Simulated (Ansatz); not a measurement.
The cell is an ordered 8-atom cell of Ga₄P₃N on the wurtzite lattice (Pm); cell and atoms were relaxed with r2SCAN. N has 4 Ga at 1.98–2.13 Å; P has 4 Ga at 2.33–2.43 Å; P has 4 Ga at 2.29–2.40 Å; P has 4 Ga at 2.29–2.34 Å; Ga has 1 N at 1.98 Å and 3 P at 2.32–2.33 Å; Ga has 4 P at 2.29–2.33 Å; Ga has 2 N at 2.13 Å and 2 P at 2.40–2.43 Å; Ga has 1 N at 2.00 Å and 3 P at 2.34–2.35 Å.

Space group Pm (No. 6). a = 6.052 Å, b = 3.679 Å, c = 6.387 Å, α = 90.00°, β = 90.30°, γ = 90.00°

| atom | site | symmetry | x | y | z |
| --- | --- | --- | --- | --- | --- |
| N | 1a | m | 0.9971 | 0.0000 | 0.3339 |
| P | 1b | m | 0.0049 | 0.5000 | 0.8347 |
| P | 1b | m | 0.4952 | 0.5000 | 0.1804 |
| P | 1a | m | 0.5060 | 0.0000 | 0.6536 |
| Ga | 1a | m | 0.3247 | 0.0000 | 0.3331 |
| Ga | 1b | m | 0.3893 | 0.5000 | 0.8351 |
| Ga | 1b | m | 0.8907 | 0.5000 | 0.1988 |
| Ga | 1a | m | 0.8920 | 0.0000 | 0.6305 |

The questions ask for values computed with Ansatz 0.2.0 on this geometry. The cell comes from a prototype generator: it can be a known phase or a hypothetical one. No magnetic order is allowed.

Q: What gap does PBE give, and where are the band edges?

A: With PBE the valence top at B–Γ (0.70 of the way from B) and the conduction bottom at Γ–Z (0.10 of the way from Γ) reach the same energy, so the least gap is zero; the least direct gap is 0.04 eV.

Q: How does the gap change from PBE to PBE+SOC (4×8×4)?

A: With PBE+SOC the bands overlap by 0.01 eV (counted from 1, band 72 peaks at B–Γ (0.70 of the way from B) and band 73 bottoms out at Γ–Z (0.10 of the way from Γ)): no gap.

Q: Estimate the gap with r2SCAN on 4×8×4.

A: The r2SCAN gap is indirect, 0.04 eV (Y₂–Γ (0.80 of the way from Y₂) to Γ), below the direct gap of 0.12 eV at Γ. (With 0.02 eV of smearing so small a gap leaves both edges partly filled, and it could close between the points sampled.)

Q: What do these levels agree on?

A: The levels disagree on the kind of gap: indirect with r2SCAN; zero gap with PBE; no gap with PBE+SOC.

Only the levels marked +SOC include spin-orbit coupling.

Where an edge lies off the special points, it is a point of the mesh or the k point where a search put PBE's edge or least direct gap, reused for the other functionals, whose own edges may lie a little apart; PBE's own value is read along its path and can be a few hundredths of an eV high.

Run but not listed, since they were read on a mesh alone, on too coarse a mesh, or into states of the vacuum: HSE06.
